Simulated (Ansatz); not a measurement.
AlNi: zone-centre modes under pressure

AlNi, Pm-3m, a = 2.833 Å. The structure is a Materials Project entry; whether it is the stable form wasn't checked. Ansatz: LDA, PAW, 420 eV, Γ-centred 16×16×14 mesh on 2 atoms, Fermi-Dirac smearing 0.15 eV; no spin polarisation. Cell and atoms are relaxed at each pressure with the symmetry kept; optical modes at Γ by linear response, in cm⁻¹, the highest.

| P (GPa) | V (Å³/atom) | ω1 |
| --- | --- | --- |
| 0 | 11.373 | 307.1 |
| 3 | 11.197 | ? |
| 10 | 10.834 | 337.5 |

Get the mode's Grüneisen parameter γ = −d ln ω/d ln V from the other rows and predict the missing frequency.

ln(V/V0) = 0.0000, -0.0156, -0.0486; a line through ln(ω/ω0) of the 2 known rows gives ω1: γ = 1.942, predicted 316.5, computed 316.8. The miss is 0.1 %, or 3 % of the shift under pressure, so a constant γ serves at that level. In a metal these frequencies hang on the mesh and smearing.

Spin polarisation was left out, and a magnetic state may lie lower.